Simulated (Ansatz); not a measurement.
Data:

Ge₂Pt:
Space group I4/mmm (No. 139); a = b = 3.5766 Å, c = 7.8766 Å, α = β = γ = 90.00°

| atom | site | symmetry | x | y | z |
|---|---|---|---|---|---|
| Pt | 2a | 4/mmm | 0.0000 | 0.0000 | 0.0000 |
| Ge | 4e | 4mm | 0.0000 | 0.0000 | 0.3387 |
(The calculation used a cell of 3 atoms; values per cell refer to that cell.)

This is the PBEsol-relaxed structure.

Q: All from PBEsol in the plane-wave PAW code Ansatz, unless another level is named. Predict the bulk modulus (Birch–Murnaghan fit).

A: 124 GPa.

Q: Give the highest zone-centre frequency.

A: 215 cm^-1.

A made-up cell: these elements were put on the sites of a structure type; neither database checked (COD, Materials Project) lists it. COD files the formula under space group No. 58, so this cell is another polymorph or a model. Whether it is the stable phase at ambient conditions was not checked. The PBEsol relaxation kept the symmetry of its start; of distortions, only those at the zone centre were tested. No spin polarisation was allowed. As this level gives no gap, phonon frequencies hold no LO–TO term and depend on the k-mesh and smearing (Fermi–Dirac, 0.1 eV here). Spin–orbit coupling is left out wherever it is not named.

Potentials: the later of the program's two PAW sets.
